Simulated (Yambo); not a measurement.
G0W0@LDA for GaAlP2 (space group P-4m2, No. 115) in Yambo. Reference settings: 4×4×4 Γ-centred k mesh, 147 bands and a 8 Ry block in the screening, 147 bands in G with the Bruneval-Gonze terminator, plasmon pole fitted at 27.2 eV. The LDA gap Γ → M on this mesh is 1.44 eV; G0W0 gaps are taken between the same points.

Gap (Γ → M) in eV against the number of bands and the screening block, terminator on:

```json
[
 {"bands (W and G)": "33", "2 Ry": "2.007", "3 Ry": "2.022", "5 Ry": "2.199", "6 Ry": "2.201", "8 Ry": "2.236"},
 {"bands (W and G)": "52", "2 Ry": "1.932", "3 Ry": "1.949", "5 Ry": "2.183", "6 Ry": "2.185", "8 Ry": "2.238"},
 {"bands (W and G)": "80", "2 Ry": "1.895", "3 Ry": "1.911", "5 Ry": "2.181", "6 Ry": "2.184", "8 Ry": "2.253"},
 {"bands (W and G)": "113", "2 Ry": "1.884", "3 Ry": "1.899", "5 Ry": "2.180", "6 Ry": "2.184", "8 Ry": "2.265"},
 {"bands (W and G)": "147", "2 Ry": "1.881", "3 Ry": "1.896", "5 Ry": "2.183", "6 Ry": "2.187", "8 Ry": "2.278"}
]
```

Rough cost of the Yambo step against the reference (shared machines):

| bands (W and G) | 2 Ry | 3 Ry | 5 Ry | 6 Ry | 8 Ry |
|---|---|---|---|---|---|
| 33 | 1/10 | 1/10 | 1/9 | 1/9 | 1/6 |
| 52 | 1/6 | 1/6 | 1/5 | 1/5 | 1/3 |
| 80 | 1/4 | 1/4 | 1/3 | 1/3 | 1/2 |
| 113 | 1/3 | 1/3 | 1/2 | 1/2 | ~1 |
| 147 | 1/2 | 1/2 | ~1 | ~1 | 1 |

At the largest block the last step in bands moves the gap by 0.013 eV; at the most bands the last step in the block moves it by 0.091 eV.

Spin-orbit splittings are left out.

The standard potential for Ga keeps a d shell in the valence without the s and p states of that shell. In tests on such compounds this moved G0W0 gaps by up to about 0.9 eV, so absolute quasiparticle energies here are unreliable; differences between settings are what counts.

Geometry relaxed with LDA; primitive cell a = 3.8276 Å, b = 3.8276 Å, c = 5.3994 Å, α = 90.00°, β = 90.00°, γ = 90.00°.

The structure is a Materials Project entry; no match was found in the copy of COD used, and its stability was not checked.
